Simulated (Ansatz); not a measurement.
## Stability of a relaxed cell of Al2Si2C

Atoms and cell were relaxed at zero pressure (-1.6 % in volume from the start). The relaxed cell:

```yaml
crystal:
  lattice:
    - [1.42999, 2.47682, 0.00000]
    - [-1.42999, 2.47682, 0.00000]
    - [0.00000, -1.65121, 8.93592]
  atoms:
    - { symbol: Si, position: [0.37713, 0.37713, 0.13138] }
    - { symbol: Si, position: [0.62287, 0.62287, 0.86862] }
    - { symbol: Al, position: [0.20874, 0.20874, 0.62621] }
    - { symbol: Al, position: [0.79126, 0.79126, 0.37379] }
    - { symbol: C, position: [0.00000, 0.00000, 0.00000] }
```

Space group R-3m (No. 166); conventional cell a = 2.860 Å, b = 2.860 Å, c = 26.808 Å, α = 90.00°, β = 90.00°, γ = 120.00°.

Method: r2SCAN in Ansatz 0.2.0, PAW datasets, plane waves to 500 eV, 8×8×8 Γ-centred mesh, cold occupations of width 0.012 eV. Spin: none; no U, no spin-orbit coupling.

Problem. What is its formation energy?

Solution. 0.430 eV an atom at 0 K against the elements' lowest computed crystals and the free molecules of gases, with no empirical correction.

Problem. Is it stable against splitting into other phases?

Solution. Among the phases that we computed and relaxed alike, the lowest mixture with other formulas is 40 % Al + 20 % Si + 40 % SiC (shares of atoms). The cell lies 550 meV an atom above it, so it would gain by splitting into them.

The start was: a known structure type with other elements put in, at an estimated volume. An invented cell need not be a known compound.

Caveats: differences under 20 meV an atom lie within the error of meshes and cutoff; the relaxation keeps the start's symmetry, so a distorted cell may lie lower; the k mesh is coarse if the cell is a metal.
